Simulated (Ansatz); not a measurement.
Theory: Ansatz, DFT PBE, scalar-relativistic, plane waves, PAW. Settings: cutoff 420 eV, Γ-centred meshes spaced at most about 0.3 Å⁻¹, and about 0.25 Å⁻¹ or finer for metals (2π included), Gaussian smearing. No spin polarisation in the final relaxations.

Temperature and zero-point effects are left out.

Two forms of Sb₂O were relaxed alike.

A.

```yaml
crystal:
  lattice:
    - [4.86863, 0.00000, 0.00000]
    - [-2.43432, 4.21636, 0.00000]
    - [0.00000, 0.00000, 3.02279]
  atoms:
    - { symbol: Sb, position: [0.33333, 0.66667, 0.50000] }
    - { symbol: Sb, position: [0.66667, 0.33333, 0.50000] }
    - { symbol: O, position: [0.00000, 0.00000, 0.00000] }
```

B.

```yaml
crystal:
  lattice:
    - [-1.57781, 1.57781, 5.86480]
    - [1.57781, -1.57781, 5.86480]
    - [1.57781, 1.57781, -5.86480]
  atoms:
    - { symbol: Sb, position: [0.63040, 0.63040, 0.00000] }
    - { symbol: Sb, position: [0.36960, 0.36960, 0.00000] }
    - { symbol: O, position: [0.00000, 0.00000, 0.00000] }
```

Task: Which form is favoured at zero pressure, and by what margin per atom?

Result: B is lower, by 0.37 eV/atom. A has space group P6/mmm (No. 191), 20.7 Å³/atom and no gap on its mesh; B has space group I4/mmm (No. 139), 19.5 Å³/atom and no gap. Counting O atoms around Sb (those within 1.25 times the shortest such distance or 1.15 times the sum of covalent radii; the shortest distance is added where it is long for a bond), A has Sb 6 from 3.2 Å and B has Sb 4 from 2.7 Å. A holds Sb–Sb bonds in all directions (shortest 2.81 Å); in B the shortest Sb–Sb distance is 3.06 Å, near bonding range too. Even the lower one lies +0.09 eV/atom against the reference forms of the elements (uncorrected), a margin that errors in the energy of the gaseous reference can exceed. In A, around Sb lie 3 Sb at 2.81 Å, 2 Sb at 3.02 Å and 6 O at 3.19 Å; O has 2 O at 3.02 Å and 12 Sb at 3.19 Å (long contacts). In B, Sb is surrounded by 4 O at 2.71 Å and 5 Sb at 3.06–3.16 Å; around O lie 8 Sb at 2.71 Å and 4 O at 3.16 Å. Both come from invented guesses. A third cell relaxed alike, in P4_2/mnm, lies 292 meV/atom below the lower of the two.

No dispersion correction is applied, so the spacing and binding between layers, chains or molecules are poorly described (I4/mmm), and this can change margins and order among such cells. These runs have no spin–orbit coupling, which can matter for Sb. Cells relaxed within their symmetry can be saddle points.
